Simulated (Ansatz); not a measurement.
All numbers below come from Ansatz, DFT PBE, scalar-relativistic, plane waves, PAW. Cutoff 420 eV, Γ-centred meshes of about 0.25 Å⁻¹ or finer for metals and 0.3 Å⁻¹ for insulators (2π included), Gaussian smearing. No spin polarisation.

All energies are static (0 K, no zero-point motion).

Compare these two cells of CaGe2N3, each relaxed at this level.

A. Space group P3m1 (No. 156), trigonal, a = 3.437 Å, c = 8.512 Å. Ca has 3 N at 2.24 Å and 1 N at 2.52 Å; Ge on its first site has 4 N at 1.98–2.04 Å; around Ge on its second site lie 1 N at 1.76 Å and 3 N at 2.11 Å; N on its first site has 1 Ge at 1.98 Å and 3 Ge at 2.11 Å; N on its second site has 1 Ge at 1.76 Å and 3 Ca at 2.24 Å; 1 more site not described.

B. Space group Cmc2_1 (No. 36), orthorhombic, a = 10.315 Å, b = 6.332 Å, c = 5.114 Å. Around Ca lie 5 N at 2.43–2.58 Å and 4 Ge at 3.19–3.33 Å; Ge has 4 N at 1.94–2.03 Å, 2 Ca at 3.19–3.33 Å, 1 N at 3.23 Å and 4 Ge at 3.25–3.28 Å; N on a site of symmetry 1 has 3 Ge at 1.94–2.03 Å and 1 Ca at 2.45 Å; around N on a site of symmetry m lie 2 Ge at 1.94 Å and 3 Ca at 2.43–2.58 Å.

**Question.** Which would you expect to be lower, and how large is the difference?

**Answer.** B is lower, by 179 meV/atom. A has space group P3m1 (No. 156), 14.5 Å³/atom and no gap on its mesh; B has space group Cmc2_1 (No. 36), 13.9 Å³/atom and no gap. Counting N atoms around Ca and Ge (those within 1.25 times the shortest such distance or 1.15 times the sum of covalent radii, 1.27 where that leaves under three; a plus sign parts nearer from farther groups; a slash parts the counts of unlike sites), A has Ca 3+1, Ge 1+3/4 and B has Ca 5, Ge 4. The denser one is the lower, and pressure would at first widen the difference. Both come from trial cells of a structure search, whose lowest cell (P1, 13.6 Å³/atom) lies 60 meV/atom below the lower of the two.

In P3m1 an odd number of electrons in the primitive cell allows no gap without spin; a larger cell or a magnetic state could open one. With atoms moved at random, B (by 60 meV/atom) fell into a lower structure. A had no clear such test and can be a saddle point. Some types were kept out of the candidates beforehand, so the set may lack a known form.
